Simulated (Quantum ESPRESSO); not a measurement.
TaTi₂Pd₂W₃ (simulated cell) (calculated)

All values are calculated (Quantum ESPRESSO 7.5). Calculation on a made-up metal alloy cell, not a measurement: no spin or spin-orbit, unrelaxed, 2900 K smearing, stress positive in tension, cell energy less fitted offsets; periodic Kohn-Sham density functional theory in plane waves with PseudoDojo standard norm-conserving scalar-relativistic pseudopotentials, each functional with its own files (v0.5 for PBE, v0.4.1 for LDA and PBEsol), eight atoms on drawn sites of a strained close-packed or body-centred lattice, each displaced and held fixed; the energy is the cell's free energy, ions and the entropy term -TS included, at the stated Fermi-Dirac width, less a fixed offset for each atom's element (shifted free energy); compositions with an open d shell lost a parallel starting moment in a cheaper test run, and other magnetic orders were not tried; an error bar is the largest change of its kind in a tighter rerun, never given below 0.002 eV, 0.02 GPa or 0.003 eV/angstrom, and covers cutoff and k-mesh only, not smearing or the files.

## TaTi₂Pd₂W₃ (simulated cell)

```
TaTi2Pd2W3
1.0
      2.0440     4.0880     2.0440
      2.0440    -4.0880     2.0440
      2.0440     0.0000    -6.1319
Ta Ti Pd Ti W Pd
1 1 1 1 3 1
Direct
  0.00687 0.00281 0.00401
  0.12219 0.60928 0.24965
  0.23247 0.23937 0.47865
  0.36613 0.88228 0.74371
  0.46835 0.47826 0.00349
  0.63295 0.11940 0.25108
  0.78394 0.77004 0.50551
  0.86560 0.38756 0.77766
```

- lattice type: face-centred cubic
- functional: pbe
- cutoff: 1143 eV
- fermi dirac smearing: 0.25 eV
- electrons removed: 0
- run command: mpirun -np 4 pw.x -nk 4 -in in
- run processor: Intel Xeon, 2023 or later, virtual cores
- k mesh: 5 x 5 x 4 shifted half a step off Gamma on each axis
- shifted free energy: ?
- stress zz: ?
- stress xz: ?
- stress xy: ?

Atoms:
```
atoms element  atom site  atom energy offset (eV)
           Ta          1                 -1771.44
           Ti          2                  -1615.4
           Pd          3                 -3687.45
           Ti          4                  -1615.4
            W          5                 -2063.48
            W          6                 -2063.48
            W          7                 -2063.48
           Pd          8                 -3687.45
```

Notes: heavy elements are run without spin-orbit coupling, which real alloys of them have; a spin test at this wide smearing found no moment, but such smearing suppresses magnetism that the real alloy may have; lattice, volume and sites are drawn at random and may be unstable or far from any real phase; energies are for the whole cell, less offsets fitted to these runs, so they are not formation energies; error bars: energy 0.0032 eV, stress 0.02 GPa, force 0.0071 eV/Å, from a tighter rerun of a related cell, whose elements or sites may differ; 22 SCF iterations, 294 s of wall time on a shared machine.

Question: TaTi₂Pd₂W₃ (simulated cell): shifted free energy?
Answer: 0.118 eV

Question: TaTi₂Pd₂W₃ (simulated cell): stress zz?
Answer: 4.73 GPa

Question: What stress xz does the calculation give for TaTi₂Pd₂W₃ (simulated cell)?
Answer: 0.71 GPa

Question: TaTi₂Pd₂W₃ (simulated cell): stress xy?
Answer: -0.83 GPa

Further results for TaTi₂Pd₂W₃ (simulated cell):

- entropy term negative ts: -1.948 eV
- pressure: -5.45 GPa
- stress xx: 6.06 GPa
- stress yy: 5.57 GPa
- stress yz: 0.36 GPa

Forces:
```
site  x (eV/Å)  y (eV/Å)  z (eV/Å)
   1     -1.05    -0.004    -0.324
   2     0.497    -0.356    -0.008
   3     1.175     0.332    -0.373
   4     0.005     0.894     0.148
   5      0.67     0.091     0.642
   6     0.334    -0.547    -0.771
   7    -1.015    -0.348    -0.303
   8    -0.614    -0.062     0.989
```
